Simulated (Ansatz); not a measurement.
# CoO: zone-centre modes

Level of theory: Ansatz 0.2.0, DFT LDA, scalar-relativistic, plane waves, PAW. Cutoff 420 eV, 18×18×8 k-points (Γ-centred), Gaussian smearing of 0.20 eV. Collinear spin, site moments -1.6, 1.6, 0.1, -0.1 μB. Phonons by linear response, acoustic sum rule imposed.

Equilibrium structure at this level:
```yaml
crystal:
  lattice:
    - [2.65349, 0.00000, 0.00000]
    - [-1.32674, 2.29799, 0.00000]
    - [0.00000, 0.00000, 5.90368]
  atoms:
    - { symbol: Co, position: [0.00000, 0.00000, 0.03361] }
    - { symbol: Co, position: [0.33333, 0.66667, 0.53361] }
    - { symbol: O, position: [0.00000, 0.00000, 0.34139] }
    - { symbol: O, position: [0.33333, 0.66667, 0.84139] }
```

In a metal, frequencies and elastic constants depend on the k mesh and the smearing, soft modes and shear constants most. A semilocal functional can close a gap that the real compound has.

Optical modes at Γ; i marks an imaginary frequency:
| frequency (cm⁻¹) | degeneracy |
| --- | --- |
| 141 | 2 |
| 314 | 2 |
| 374 | 1 |
| 418 | 2 |
| 590 | 1 |
| 598 | 1 |

All 9 optical modes at Γ are real: no displacement of atoms at fixed cell lowers the energy to second order. Strains and modes at other wave vectors aren't tested by this run.

This wurtzite form isn't the usual stable structure of the compound.

Cost: 1 run of about 12 core-minutes, on AMD EPYC 9R45 (Zen 5) (shared hosts).